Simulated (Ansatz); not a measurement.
Ag (bcc (W type), Im-3m) at seven volumes, plane-wave PAW r²SCAN (Ansatz code), scaled uniformly. One row is withheld.

| V (Å³/atom) | P (GPa) |
|---|---|
| 15.851 | 12.46 |
| 16.374 | ? |
| 16.896 | 3.54 |
| 17.419 | 0.24 |
| 17.941 | -2.50 |
| 18.464 | -4.76 |
| 18.986 | -6.62 |

Task: Fit the shown pressures and predict the withheld one.

Result: Third-order Birch–Murnaghan: P = (3/2)B₀(x^(7/2) − x^(5/2))[1 + (3/4)(B′ − 4)(x − 1)] with x = (V₀/V)^(2/3). Least squares on the six rows gives V₀ = 17.459 Å³/atom, B₀ = 99.11 GPa, B′ = 5.44. At V = 16.374, x = 1.0437 and P = 7.57 GPa. The run itself gave 7.54 GPa.

The first step of the workflow began from a Materials Project structure, measured or hypothetical; the Crystallography Open Database copy checked does not list it. It is not the phase usual at ambient conditions (space group No. 225). The cell keeps a stress of up to 0.2 GPa. Symmetry was held in the r²SCAN relaxation. At this level the phase is mechanically unstable. The run is not spin-polarised.

Potentials: the earlier of the program's two PAW sets.
